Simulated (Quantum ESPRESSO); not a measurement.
In2MgGeAs4, input and log of a self-consistent run

Simulated, not a measurement. The program is pw.x of Quantum ESPRESSO 7.5 (plane-wave density functional theory). The cell is made up: 8 atoms on a zincblende/diamond lattice, with randomly drawn elements, strain and displacements, not relaxed. PseudoDojo standard norm-conserving files (v0.5 for PBE, v0.4.1 for LDA and PBEsol) set the functional; there is no spin polarisation, spin-orbit coupling or dispersion term, and the masses in the input are unused placeholders.

Input:

```
&control calculation='scf', pseudo_dir='./dojo.nc.sr.pbe.v0_5.standard.upf', outdir='./o', disk_io='low', tprnfor=.true., tstress=.true. /
&system ibrav=0, nat=8, ntyp=4, nbnd=65, ecutwfc=84.00895049, nosym=.true., tot_charge=0,
 occupations='smearing', smearing='fd', degauss=0.0073498644
/
&electrons conv_thr=7.350e-09, electron_maxstep=60, /
ATOMIC_SPECIES
As 1.0 As.upf
Ge 1.0 Ge.upf
In 1.0 In.upf
Mg 1.0 Mg.upf
CELL_PARAMETERS angstrom
6.0603 0.0 0.0
0.0 6.0603 0.0
0.0 0.0 5.9452
ATOMIC_POSITIONS angstrom
In 0.0196 -0.0454 -0.1089
Mg 0.0414 2.9661 3.0056
In 3.0135 -0.1268 3.009
Ge 3.1228 2.9153 0.0444
As 1.4136 1.468 1.5611
As 1.5526 4.3907 4.4895
As 4.5893 1.512 4.4346
As 4.5924 4.6464 1.4733
K_POINTS automatic
6 6 6 1 1 1
```

The log is shortened where brackets say so; the opening notice, blank lines, dates and the lines on written files are dropped, and the path of the files is cut. It prints rydbergs, bohrs and kilobars, and counts compression as positive stress.

```
     Program PWSCF v.7.5
     Parallel version (MPI & OpenMP), running on       4 processor cores
     Number of MPI processes:                 4
     Threads/MPI process:                     1
     [start-up lines left out]
     bravais-lattice index     =            0
     lattice parameter (alat)  =      11.4523  a.u.
     unit-cell volume          =    1473.5040 (a.u.)^3
     number of atoms/cell      =            8
     number of atomic types    =            4
     number of electrons       =       110.00
     number of Kohn-Sham states=           65
     kinetic-energy cutoff     =      84.0090  Ry
     charge density cutoff     =     336.0358  Ry
     scf convergence threshold =      7.3E-09
     mixing beta               =       0.7000
     number of iterations used =            8  plain     mixing
     Exchange-correlation= PBE
                           (   1   4   3   4   0   0   0)
     [axes and pseudopotential details left out]
   Cartesian axes
     site n.     atom                  positions (alat units)
         1        In     tau(   1) = (   0.0032342  -0.0074914  -0.0179694  )
         2        Mg     tau(   2) = (   0.0068313   0.4894312   0.4959490  )
         3        In     tau(   3) = (   0.4972526  -0.0209231   0.4965101  )
         4        Ge     tau(   4) = (   0.5152880   0.4810488   0.0073264  )
         5        As     tau(   5) = (   0.2332558   0.2422322   0.2575945  )
         6        As     tau(   6) = (   0.2561919   0.7245021   0.7408049  )
         7        As     tau(   7) = (   0.7572727   0.2494926   0.7317460  )
         8        As     tau(   8) = (   0.7577843   0.7666947   0.2431068  )
     number of k points=   108  Fermi-Dirac smearing, width (Ry)=  0.0073
     Number of k-points >= 100: set verbosity='high' to print them.
     Dense  grid:   153473 G-vectors     FFT dimensions: (  72,  72,  72)
     Estimated max dynamical RAM per process >     757.57 MB
     Estimated total dynamical RAM >       2.85 GB
     Initial potential from superposition of free atoms
     starting charge     109.9896, renormalised to     110.0000
     Starting wfcs are   68 randomized atomic wfcs
     total cpu time spent up to now is       36.2 secs
     per-process dynamical memory:   648.8 Mb
     Self-consistent Calculation
     iteration #  1     ecut=    84.01 Ry     beta= 0.70
     Davidson diagonalization with overlap
     ethr =  1.00E-02,  avg # of iterations =  4.5
     Threshold (ethr) on eigenvalues was too large:
     Diagonalizing with lowered threshold
     Davidson diagonalization with overlap
     ethr =  2.28E-04,  avg # of iterations =  4.2
     total cpu time spent up to now is      230.1 secs
     total energy              =   -1411.80297850 Ry
     estimated scf accuracy    <       0.25284258 Ry
     iteration #  2     ecut=    84.01 Ry     beta= 0.70
     Davidson diagonalization with overlap
     ethr =  2.30E-04,  avg # of iterations =  2.9
     total cpu time spent up to now is      317.1 secs
     total energy              =   -1411.84539508 Ry
     estimated scf accuracy    <       0.10358973 Ry
     iteration #  3     ecut=    84.01 Ry     beta= 0.70
     Davidson diagonalization with overlap
     ethr =  9.42E-05,  avg # of iterations =  2.8
     total cpu time spent up to now is      395.8 secs
     total energy              =   -1411.86915039 Ry
     estimated scf accuracy    <       0.02081670 Ry
     iteration #  4     ecut=    84.01 Ry     beta= 0.70
     Davidson diagonalization with overlap
     ethr =  1.89E-05,  avg # of iterations =  6.1
     total cpu time spent up to now is      479.6 secs
     total energy              =   -1411.87408123 Ry
     estimated scf accuracy    <       0.00322903 Ry
     iteration #  5     ecut=    84.01 Ry     beta= 0.70
     Davidson diagonalization with overlap
     ethr =  2.94E-06,  avg # of iterations =  5.5
     total cpu time spent up to now is      561.4 secs
     total energy              =   -1411.87470962 Ry
     estimated scf accuracy    <       0.00026709 Ry
     iteration #  6     ecut=    84.01 Ry     beta= 0.70
     Davidson diagonalization with overlap
     ethr =  2.43E-07,  avg # of iterations =  2.1
     total cpu time spent up to now is      635.4 secs
     total energy              =   -1411.87477331 Ry
     estimated scf accuracy    <       0.00001470 Ry
     iteration #  7     ecut=    84.01 Ry     beta= 0.70
     Davidson diagonalization with overlap
     ethr =  1.34E-08,  avg # of iterations =  4.0
     total cpu time spent up to now is      721.5 secs
     total energy              =   -1411.87477755 Ry
     estimated scf accuracy    <       0.00000330 Ry
     iteration #  8     ecut=    84.01 Ry     beta= 0.70
     Davidson diagonalization with overlap
     ethr =  3.00E-09,  avg # of iterations =  2.6
     total cpu time spent up to now is      799.6 secs
     total energy              =   -1411.87477850 Ry
     estimated scf accuracy    <       0.00000106 Ry
     iteration #  9     ecut=    84.01 Ry     beta= 0.70
     Davidson diagonalization with overlap
     ethr =  9.66E-10,  avg # of iterations =  2.0
     total cpu time spent up to now is      867.7 secs
     total energy              =   -1411.87477871 Ry
     estimated scf accuracy    <       0.00000003 Ry
     iteration # 10     ecut=    84.01 Ry     beta= 0.70
     Davidson diagonalization with overlap
     ethr =  2.85E-11,  avg # of iterations =  4.3
     total cpu time spent up to now is      955.8 secs
     End of self-consistent calculation
     [lines on levels left out]
!    total energy              =   -1411.87477873 Ry
     estimated scf accuracy    <          6.6E-09 Ry
     smearing contrib. (-TS)   =      -0.00199975 Ry
     internal energy E=F+TS    =   -1411.87277898 Ry
     The total energy is F=E-TS. E is the sum of the following terms:
     one-electron contribution =    -817.89346436 Ry
     hartree contribution      =     458.34589491 Ry
     xc contribution           =    -329.70486090 Ry
     ewald contribution        =    -722.62034864 Ry
     convergence has been achieved in  10 iterations
     Forces acting on atoms (cartesian axes, Ry/au):
     atom    1 type  3   force =     0.01758581    0.00530628    0.00885325
     atom    2 type  4   force =    -0.01777460    0.02760060   -0.01082459
     atom    3 type  3   force =    -0.01058498    0.02629180    0.00153775
     atom    4 type  2   force =    -0.01433791    0.01361675    0.01479581
     atom    5 type  1   force =     0.04229773    0.00555525   -0.02817457
     atom    6 type  1   force =     0.01800796   -0.02485359    0.01596530
     atom    7 type  1   force =    -0.03230768    0.01563999    0.00058261
     atom    8 type  1   force =    -0.00288635   -0.06915707   -0.00273555
     Total force =     0.113684     Total SCF correction =     0.000519
     Computing stress (Cartesian axis) and pressure
          total   stress  (Ry/bohr**3)                   (kbar)     P=       12.01
   0.00006154  -0.00002432  -0.00008116            9.05       -3.58      -11.94
  -0.00002432   0.00005754   0.00001087           -3.58        8.46        1.60
  -0.00008116   0.00001087   0.00012579          -11.94        1.60       18.50
     init_run     :     31.44s CPU     35.14s WALL (       1 calls)
     electrons    :    872.20s CPU    919.71s WALL (       1 calls)
     forces       :      7.49s CPU      7.60s WALL (       1 calls)
     stress       :     25.77s CPU     25.92s WALL (       1 calls)
     [timing details left out]
     PWSCF        :  15m38.41s CPU  16m30.19s WALL
     JOB DONE.
```

In other units: free energy -19209.535 eV for the cell, pressure 1.20 GPa, largest force component 1.778 eV/Å. A rerun of the same cell at another strain at 1437 eV and a 8 x 8 x 8 mesh moved values by no more than 0.003 eV in energy, 0.02 GPa in stress and 0.007 eV/Å in force.